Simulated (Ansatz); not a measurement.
Data:

GaN:
```
GaN
1.0
    3.21853     0.00000     0.00000
   -1.60927     2.78733     0.00000
    0.00000     0.00000     5.24321
Ga N
2 2
Cartesian
  1.60927   0.92911   2.61698
  0.00000   1.85822   5.23859
  1.60927   0.92911   4.59242
  0.00000   1.85822   1.97082
```

This is the PBE-relaxed structure. Tensor components refer to the Cartesian frame of this cell.

### Question
All from plane-wave PAW PBE (Ansatz code), unless another level is named. Give the hole effective mass, band 1 of 2 at the edge.

### Answer
2.2 along x, 2.1 along z (mₑ).

### Question
And the electron effective mass?

### Answer
0.14, 0.16, 0.16 mₑ (principal values).

### Question
Next, the formation energy from the elements (no fitted shifts)?

### Answer
-0.43 eV/atom.

### Question
Give the valence-band maximum.

### Answer
at Γ.

Space group P6_3mc (wurtzite). The PBE relaxation kept the symmetry of its start. The references are the lowest solids computed at this level, not always the standard phases (solids in place of the gases). Scalar-relativistic: spin–orbit coupling is off unless named, which matters more the heavier the elements.

Potentials: the earlier of the program's two PAW sets.

Edges and masses are those of Kohn–Sham bands, whose gap is no quasiparticle gap.
